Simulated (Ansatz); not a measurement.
Consider the following.

Mg2Si:
```xyz
6
Lattice="4.0977 0.0000 0.0000 0.0000 4.0977 0.0000 0.0000 0.0000 6.8320" Properties=species:S:1:pos:R:3 pbc="T T T"
Mg     2.0488     2.0488     0.0000
Mg     0.0000     0.0000     0.0000
Mg     2.0488     0.0000     2.4430
Mg     0.0000     2.0488     4.3890
Si     2.0488     0.0000     5.0875
Si     0.0000     2.0488     1.7445
```

This is the LDA-relaxed structure.

Question: All from plane-wave PAW LDA (Ansatz code), unless another level is named. Predict the highest zone-centre frequency.

Answer: 329 cm⁻¹.

Question: Give the bulk modulus (Birch–Murnaghan fit).

Answer: 57.8 GPa.

Space group P4/nmm. The workflow started from a Materials Project entry (that database holds measured and hypothetical structures alike); the Crystallography Open Database copy checked does not list it. It is not the phase usual at ambient conditions (space group No. 225). The LDA relaxation kept the symmetry of its start; of distortions, only those at the zone centre were tested. As this level gives no gap, phonon frequencies hold no LO–TO term and depend on the k-mesh and smearing (Fermi–Dirac, 0.1 eV here).

Potentials: the later of the program's two PAW sets.
